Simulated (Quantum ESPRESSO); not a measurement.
Si5NGe2, input and log of a self-consistent run

A calculation, not a measurement. The program is pw.x of Quantum ESPRESSO 7.5 (plane-wave density functional theory). The cell is made up: 8 atoms on a zincblende/diamond lattice, with randomly drawn elements, strain and displacements, not relaxed. PseudoDojo standard norm-conserving files (v0.5 for PBE, v0.4.1 for LDA and PBEsol) set the functional; there is no spin polarisation, spin-orbit coupling or dispersion term, and the masses in the input are unused placeholders. A spin-polarised start on this cell or one of its family kept no moment.

Input:

```
&control calculation='scf', pseudo_dir='./dojo.nc.sr.pbe.v0_5.standard.upf', outdir='./o', disk_io='low', tprnfor=.true., tstress=.true. /
&system ibrav=0, nat=8, ntyp=3, nbnd=37, ecutwfc=84.00895049, nosym=.true., tot_charge=0,
 occupations='smearing', smearing='fd', degauss=0.0073498644
/
&electrons conv_thr=7.350e-09, electron_maxstep=60, /
ATOMIC_SPECIES
Ge 1.0 Ge.upf
N 1.0 N.upf
Si 1.0 Si.upf
CELL_PARAMETERS angstrom
5.2984 -0.0852 0.0423
-0.0852 5.3458 -0.0372
0.0423 -0.0372 5.4123
ATOMIC_POSITIONS angstrom
Si -0.0903 0.0302 0.0502
Si -0.0021 2.6704 2.6137
N 2.6779 -0.025 2.6668
Ge 2.5025 2.6235 0.1121
Si 1.3197 1.3462 1.3194
Ge 1.2729 3.8194 4.12
Si 4.0215 1.3382 4.1248
Si 3.8571 4.0659 1.4148
K_POINTS automatic
6 6 6 1 1 1
```

The log is shortened where brackets say so; the opening notice, blank lines, dates and the lines on written files are dropped, and the path of the files is cut. It prints rydbergs, bohrs and kilobars, and counts compression as positive stress.

```
     Program PWSCF v.7.5
     Parallel version (MPI & OpenMP), running on       4 processor cores
     Number of MPI processes:                 4
     Threads/MPI process:                     1
     [start-up lines left out]
     bravais-lattice index     =            0
     lattice parameter (alat)  =      10.0141  a.u.
     unit-cell volume          =    1034.1356 (a.u.)^3
     number of atoms/cell      =            8
     number of atomic types    =            3
     number of electrons       =        53.00
     number of Kohn-Sham states=           37
     kinetic-energy cutoff     =      84.0090  Ry
     charge density cutoff     =     336.0358  Ry
     scf convergence threshold =      7.3E-09
     mixing beta               =       0.7000
     number of iterations used =            8  plain     mixing
     Exchange-correlation= PBE
                           (   1   4   3   4   0   0   0)
     [axes and pseudopotential details left out]
   Cartesian axes
     site n.     atom                  positions (alat units)
         1        Si     tau(   1) = (  -0.0170401   0.0056989   0.0094730  )
         2        Si     tau(   2) = (  -0.0003963   0.5039200   0.4932204  )
         3        N      tau(   3) = (   0.5053353  -0.0047176   0.5032407  )
         4        Ge     tau(   4) = (   0.4722363   0.4950697   0.0211539  )
         5        Si     tau(   5) = (   0.2490351   0.2540358   0.2489785  )
         6        Ge     tau(   6) = (   0.2402036   0.7207430   0.7774680  )
         7        Si     tau(   7) = (   0.7588804   0.2525261   0.7783737  )
         8        Si     tau(   8) = (   0.7278572   0.7672590   0.2669810  )
     number of k points=   108  Fermi-Dirac smearing, width (Ry)=  0.0073
     Number of k-points >= 100: set verbosity='high' to print them.
     Dense  grid:   107571 G-vectors     FFT dimensions: (  60,  60,  60)
     Estimated max dynamical RAM per process >     341.30 MB
     Estimated total dynamical RAM >       1.26 GB
     Initial potential from superposition of free atoms
     starting charge      52.9953, renormalised to      53.0000
     Starting wfcs are   42 randomized atomic wfcs
     total cpu time spent up to now is        6.7 secs
     per-process dynamical memory:   296.6 Mb
     Self-consistent Calculation
     iteration #  1     ecut=    84.01 Ry     beta= 0.70
     Davidson diagonalization with overlap
     ethr =  1.00E-02,  avg # of iterations =  4.1
     total cpu time spent up to now is       24.1 secs
     total energy              =    -419.81953634 Ry
     estimated scf accuracy    <       0.57708970 Ry
     iteration #  2     ecut=    84.01 Ry     beta= 0.70
     Davidson diagonalization with overlap
     ethr =  1.09E-03,  avg # of iterations =  5.6
     total cpu time spent up to now is       40.1 secs
     total energy              =    -419.58546431 Ry
     estimated scf accuracy    <       3.40962017 Ry
     iteration #  3     ecut=    84.01 Ry     beta= 0.70
     Davidson diagonalization with overlap
     ethr =  1.09E-03,  avg # of iterations =  3.3
     total cpu time spent up to now is       54.4 secs
     total energy              =    -420.08223363 Ry
     estimated scf accuracy    <       0.04574028 Ry
     iteration #  4     ecut=    84.01 Ry     beta= 0.70
     Davidson diagonalization with overlap
     ethr =  8.63E-05,  avg # of iterations =  5.2
     total cpu time spent up to now is       70.6 secs
     total energy              =    -420.09025109 Ry
     estimated scf accuracy    <       0.00675224 Ry
     iteration #  5     ecut=    84.01 Ry     beta= 0.70
     Davidson diagonalization with overlap
     ethr =  1.27E-05,  avg # of iterations =  6.3
     total cpu time spent up to now is       86.1 secs
     total energy              =    -420.09121416 Ry
     estimated scf accuracy    <       0.00103509 Ry
     iteration #  6     ecut=    84.01 Ry     beta= 0.70
     Davidson diagonalization with overlap
     ethr =  1.95E-06,  avg # of iterations =  4.7
     total cpu time spent up to now is      100.8 secs
     total energy              =    -420.09143307 Ry
     estimated scf accuracy    <       0.00012038 Ry
     iteration #  7     ecut=    84.01 Ry     beta= 0.70
     Davidson diagonalization with overlap
     ethr =  2.27E-07,  avg # of iterations =  2.0
     total cpu time spent up to now is      113.2 secs
     total energy              =    -420.09145820 Ry
     estimated scf accuracy    <       0.00000424 Ry
     iteration #  8     ecut=    84.01 Ry     beta= 0.70
     Davidson diagonalization with overlap
     ethr =  7.99E-09,  avg # of iterations =  3.8
     total cpu time spent up to now is      126.8 secs
     total energy              =    -420.09145953 Ry
     estimated scf accuracy    <       0.00000126 Ry
     iteration #  9     ecut=    84.01 Ry     beta= 0.70
     Davidson diagonalization with overlap
     ethr =  2.37E-09,  avg # of iterations =  2.0
     total cpu time spent up to now is      139.0 secs
     total energy              =    -420.09145970 Ry
     estimated scf accuracy    <       0.00000015 Ry
     iteration # 10     ecut=    84.01 Ry     beta= 0.70
     Davidson diagonalization with overlap
     ethr =  2.82E-10,  avg # of iterations =  2.0
     total cpu time spent up to now is      151.3 secs
     total energy              =    -420.09145973 Ry
     estimated scf accuracy    <       0.00000001 Ry
     iteration # 11     ecut=    84.01 Ry     beta= 0.70
     Davidson diagonalization with overlap
     ethr =  2.39E-11,  avg # of iterations =  3.3
     total cpu time spent up to now is      163.6 secs
     End of self-consistent calculation
     Number of k-points >= 100: set verbosity='high' to print the bands.
     the Fermi energy is     7.4367 ev
!    total energy              =    -420.09145974 Ry
     estimated scf accuracy    <          3.4E-09 Ry
     smearing contrib. (-TS)   =      -0.00288226 Ry
     internal energy E=F+TS    =    -420.08857748 Ry
     The total energy is F=E-TS. E is the sum of the following terms:
     one-electron contribution =    -245.06802369 Ry
     hartree contribution      =     152.16905073 Ry
     xc contribution           =    -108.60659864 Ry
     ewald contribution        =    -218.58300588 Ry
     convergence has been achieved in  11 iterations
     Forces acting on atoms (cartesian axes, Ry/au):
     atom    1 type  3   force =     0.03496188    0.01076505   -0.04364441
     atom    2 type  3   force =    -0.04212676    0.00817320   -0.01146182
     atom    3 type  2   force =     0.02362602   -0.00150448   -0.00896961
     atom    4 type  1   force =     0.12660030    0.03960991   -0.04294220
     atom    5 type  3   force =    -0.02588297   -0.13753852    0.11009127
     atom    6 type  1   force =    -0.01198892    0.11045029   -0.04854701
     atom    7 type  3   force =    -0.04110598   -0.05336272   -0.04360462
     atom    8 type  3   force =    -0.06408358    0.02340726    0.08907839
     Total force =     0.301218     Total SCF correction =     0.000167
     Computing stress (Cartesian axis) and pressure
          total   stress  (Ry/bohr**3)                   (kbar)     P=       19.80
   0.00016854   0.00036217  -0.00012327           24.79       53.28      -18.13
   0.00036217   0.00012188  -0.00025420           53.28       17.93      -37.39
  -0.00012327  -0.00025420   0.00011341          -18.13      -37.39       16.68
     init_run     :      6.03s CPU      6.37s WALL (       1 calls)
     electrons    :    155.94s CPU    156.94s WALL (       1 calls)
     forces       :      2.42s CPU      2.44s WALL (       1 calls)
     stress       :      9.08s CPU      9.09s WALL (       1 calls)
     [timing details left out]
     PWSCF        :   2m53.83s CPU   2m55.31s WALL
     JOB DONE.
```

In other units: free energy -5715.635 eV for the cell, pressure 1.98 GPa, largest force component 3.536 eV/Å. A rerun of a related cell, with the same atoms placed differently, at 1437 eV and a 8 x 8 x 8 mesh moved values by no more than 0.012 eV in energy, 0.02 GPa in stress and 0.010 eV/Å in force.